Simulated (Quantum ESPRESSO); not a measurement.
Space group R-3m, hexagonal axes (No. 166); a = b = 3.331 Å, c = 18.268 Å, α = β = 90.00°, γ = 120.00°

```json
[
 {"atom": "O", "site": "6c", "symmetry": "3m", "x": "0.0000", "y": "0.0000", "z": "0.2289"},
 {"atom": "K", "site": "3a", "symmetry": "-3m", "x": "0.0000", "y": "0.0000", "z": "0.0000"},
 {"atom": "Lu", "site": "3b", "symmetry": "-3m", "x": "0.0000", "y": "0.0000", "z": "0.5000"}
]
```
(The calculation used a cell of 4 atoms; values per cell refer to that cell.)

The PBEsol cell relaxed from Materials Project entry mp-1178135 was given an isotropic strain of -0.7 % on all lattice vectors, and the atoms were relaxed again.

Task: What does norm-conserving PBEsol (Quantum ESPRESSO, 100 Ry, no spin-orbit coupling) give for the electronic structure near the Fermi level?

Result: The PBEsol gap is indirect, 3.60 eV, from Γ to F; the smallest direct gap is 3.82 eV. The 4f states are in the valence at their DFT position.

The structure is a Materials Project entry; no match was found in the copy of COD used, and its stability was not checked.
